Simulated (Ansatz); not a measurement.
HfB2:
```cif
data_B2Hf
_chemical_formula_sum 'Hf1 B2'
_space_group_name_H-M_alt 'P 1'
_space_group_IT_number 1
_cell_length_a 3.14499
_cell_length_b 3.14499
_cell_length_c 3.48747
_cell_angle_alpha 90.000
_cell_angle_beta 90.000
_cell_angle_gamma 120.000
loop_
_space_group_symop_operation_xyz
  'x, y, z'
loop_
_atom_site_label
_atom_site_type_symbol
_atom_site_fract_x
_atom_site_fract_y
_atom_site_fract_z
_atom_site_occupancy
Hf1 Hf 0.00000 0.00000 0.00000 1
B1 B 0.33333 0.66667 0.50000 1
B2 B 0.66667 0.33333 0.50000 1
```

Relaxed with PBE.

**Question.** Which orbitals make up the states near the Fermi level in PBE (plane waves, PAW; program Ansatz)?

**Answer.** Within 0.5 eV of the Fermi level: Hf 5d 70 %, B 2p 27 %. Projections are on Löwdin-orthogonalised atomic valence shells; empty p or d shells of many metals are not among them.

**Question.** Tabulate the density of states.

**Answer.** States/eV per cell of 3 atoms, in 0.25 eV bins, energy from the Fermi level.

```
E (eV)  total  Hf 5d  B 2p  B 2s
------  -----  -----  ----  ----
-7.85    0.67   0.12  0.35  0.16
-7.60    0.67   0.12  0.36  0.15
-7.35    0.62   0.12  0.34  0.12
-7.10    0.61   0.12  0.34  0.11
-6.85    0.63   0.12  0.36  0.10
-6.60    0.69   0.14  0.41  0.09
-6.35    0.81   0.16  0.49  0.09
-6.10    0.69   0.14  0.43  0.07
-5.85    0.68   0.13  0.45  0.06
-5.60    1.05   0.19  0.73  0.06
-5.35    1.15   0.22  0.80  0.07
-5.10    1.12   0.25  0.76  0.06
-4.85    1.08   0.25  0.72  0.06
-4.60    1.22   0.30  0.81  0.05
-4.35    1.31   0.33  0.88  0.04
-4.10    1.66   0.47  1.08  0.03
-3.85    2.57   0.77  1.65  0.04
-3.60    1.91   0.57  1.24  0.03
-3.35    1.21   0.36  0.79  0.02
-3.10    1.62   0.55  1.00  0.01
-2.85    1.63   0.64  0.92  0.01
-2.60    1.07   0.58  0.45  0.01
-2.35    0.97   0.59  0.35  0.01
-2.10    0.90   0.58  0.29  0.00
-1.85    0.78   0.51  0.24  0.00
-1.60    0.67   0.45  0.20  0.00
-1.35    0.55   0.39  0.15  0.00
-1.10    0.44   0.32  0.11  0.00
-0.85    0.33   0.24  0.08  0.00
-0.60    0.20   0.15  0.05  0.00
-0.35    0.14   0.10  0.03  0.00
-0.10    0.20   0.15  0.05  0.00
0.15     0.33   0.23  0.09  0.00
0.40     0.42   0.29  0.12  0.00
0.65     0.52   0.35  0.15  0.00
0.90     0.63   0.42  0.18  0.00
1.15     0.77   0.50  0.23  0.01
1.40     1.16   0.66  0.38  0.06
1.65     1.19   0.69  0.37  0.07
1.90     1.07   0.65  0.30  0.06
2.15     1.01   0.66  0.26  0.05
2.40     0.99   0.66  0.24  0.05
2.65     1.05   0.71  0.23  0.05
2.90     1.24   0.87  0.25  0.06
3.15     1.26   0.86  0.26  0.07
3.40     1.24   0.83  0.26  0.07
3.65     1.36   0.90  0.29  0.09
3.90     1.50   0.98  0.31  0.10
4.15     1.65   1.08  0.33  0.11
4.40     1.72   1.11  0.33  0.14
4.65     1.74   1.10  0.33  0.17
```

Space group P6/mmm. Symmetry was held in the PBE relaxation. No spin polarisation was allowed. Scalar-relativistic: spin–orbit coupling is off unless named, which matters more the heavier the elements.

Potentials: the later of the program's two PAW sets.
